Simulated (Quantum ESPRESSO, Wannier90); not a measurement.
**Wannierisation of Pt (fcc (Cu type))**

Structure: Materials Project mp-126, symmetrised, not relaxed again. This is the element's usual structure. Method: PBEsol plane waves in Quantum ESPRESSO 7.5 (PseudoDojo norm-conserving files, 68 Ry, no spin polarisation, no spin-orbit coupling), Bloch states on a 12×12×12 mesh through Γ, Wannier90 4.0.1. Density: 18×18×18 mesh, cold smearing 0.01 Ry. Spin-orbit coupling is left out although heavy elements are present.

On the energy scale of pw.x, whose zero is arbitrary, the Fermi level lies at 22.90 eV.

Input w.win:

```
num_bands = 3
num_wann = 3
exclude_bands = 1,5-21
num_iter = 800
conv_tol = 1.0e-6
conv_window = 4
write_hr = true
write_u_matrices = true
auto_projections = true
begin unit_cell_cart
ang
    0.0000000000    1.9715750000    1.9715750000
    1.9715750000    0.0000000000    1.9715750000
    1.9715750000    1.9715750000    0.0000000000
end unit_cell_cart
begin atoms_frac
Pt   0.0000000000  0.0000000000  0.0000000000
end atoms_frac
mp_grid = 12 12 12
begin kpoints
0.0000000000 0.0000000000 0.0000000000
0.0000000000 0.0000000000 0.0833333333
0.0000000000 0.0000000000 0.1666666667
... (1725 more lines: the 12x12x12 mesh through Gamma)
end kpoints
```

Input of pw2wannier90.x that gives the overlap and projection files (equivalent; here they were cut from one run over all bands):

```
&inputpp
  outdir = './out'
  prefix = 'pwscf'
  seedname = 'w'
  write_amn = .true.
  write_mmn = .true.
  atom_proj = .true.
  atom_proj_exclude = 1 5 6 7 8 9 10
/
```

Output w.wout (banner and timings cut):

```
                                    ------
                                    SYSTEM
                                    ------

                              Lattice Vectors (Ang)
                    a_1     0.000000   1.971575   1.971575
                    a_2     1.971575   0.000000   1.971575
                    a_3     1.971575   1.971575   0.000000

                   Unit Cell Volume:      15.32745  (Ang^3)

                        Reciprocal-Space Vectors (Ang^-1)
                    b_1    -1.593443   1.593443   1.593443
                    b_2     1.593443  -1.593443   1.593443
                    b_3     1.593443   1.593443  -1.593443

 *----------------------------------------------------------------------------*
 |   Site       Fractional Coordinate          Cartesian Coordinate (Ang)     |
 +----------------------------------------------------------------------------+
 | pt   1   0.00000   0.00000   0.00000   |    0.00000   0.00000   0.00000    |
 *----------------------------------------------------------------------------*
                                ------------
                                K-POINT GRID
                                ------------

             Grid size = 12 x 12 x 12      Total points = 1728

 *---------------------------------- MAIN ------------------------------------*
 |  Number of Wannier Functions               :                 3             |
 |  Number of Objective Wannier Functions     :                 3             |
 |  Number of input Bloch states              :                 3             |
 |  Output verbosity (1=low, 5=high)          :                 1             |
 |  Timing Level (1=low, 5=high)              :                 1             |
 |  Optimisation (0=memory, 3=speed)          :                 3             |
 |  Length Unit                               :               Ang             |
 |  Post-processing setup (write *.nnkp)      :                 F             |
 |  Using Gamma-only branch of algorithms     :                 F             |
 *----------------------------------------------------------------------------*
 *------------------------------- WANNIERISE ---------------------------------*
 |  Total number of iterations                :               800             |
 |  Number of CG steps before reset           :                 5             |
 |  Trial step length for line search         :             2.000             |
 |  Convergence tolerence                     :         0.100E-05             |
 |  Convergence window                        :                 4             |
 |  Iterations between writing output         :                 1             |
 |  Iterations between backing up to disk     :               100             |
 |  Write r^2_nm to file                      :                 F             |
 |  Write xyz WF centres to file              :                 F             |
 |  Write on-site energies <0n|H|0n> to file  :                 F             |
 |  Use guiding centre to control phases      :                 F             |
 |  Use phases for initial projections        :                 F             |
 *----------------------------------------------------------------------------*
 *-------------------------------- PLOTTING ----------------------------------*
 |  Plotting Hamiltonian in WF basis          :                 T             |
 *----------------------------------------------------------------------------*

       ... (k-mesh section left out)

 Starting a new Wannier90 calculation ...

 Reading overlaps from w.mmn

 Reading projections from w.amn

 *------------------------------- WANNIERISE ---------------------------------*
 +--------------------------------------------------------------------+<-- CONV
 | Iter  Delta Spread     RMS Gradient      Spread (Ang^2)            |<-- CONV
 +--------------------------------------------------------------------+<-- CONV

 ------------------------------------------------------------------------------
 Initial State
  WF centre and spread    1  (  0.000000, -0.000000, -0.000000 )     0.38611692
  WF centre and spread    2  (  0.000000,  0.000000,  0.000000 )     0.38611692
  WF centre and spread    3  (  0.000000,  0.000000, -0.000000 )     0.38611692
  Sum of centres and spreads (  0.000000,  0.000000, -0.000000 )     1.15835075

      0     0.116E+01     0.0000000000        1.1583507456  <-- CONV
        O_D=      0.0000000 O_OD=      0.0006381 O_TOT=      1.1583507 <-- SPRD
 ------------------------------------------------------------------------------
      1    -0.133E-14     0.0000003835        1.1583507456  <-- CONV
        O_D=      0.0000000 O_OD=      0.0006381 O_TOT=      1.1583507 <-- SPRD
      2    -0.266E-14     0.0000003832        1.1583507456  <-- CONV
        O_D=      0.0000000 O_OD=      0.0006381 O_TOT=      1.1583507 <-- SPRD
      3    -0.377E-14     0.0000003824        1.1583507456  <-- CONV
        O_D=      0.0000000 O_OD=      0.0006381 O_TOT=      1.1583507 <-- SPRD
      4    -0.511E-14     0.0000003814        1.1583507456  <-- CONV
        O_D=      0.0000000 O_OD=      0.0006381 O_TOT=      1.1583507 <-- SPRD
             <<<     Delta < 1.000E-06  over  4 iterations     >>>
             <<< Wannierisation convergence criteria satisfied >>>
 Final State
  WF centre and spread    1  (  0.000000, -0.000000, -0.000000 )     0.38611692
  WF centre and spread    2  (  0.000000,  0.000000,  0.000000 )     0.38611692
  WF centre and spread    3  (  0.000000,  0.000000, -0.000000 )     0.38611692
  Sum of centres and spreads (  0.000000,  0.000000, -0.000000 )     1.15835075

         Spreads (Ang^2)       Omega I      =     1.157712599
        ================       Omega D      =     0.000000000
                               Omega OD     =     0.000638146
    Final Spread (Ang^2)       Omega Total  =     1.158350746
```
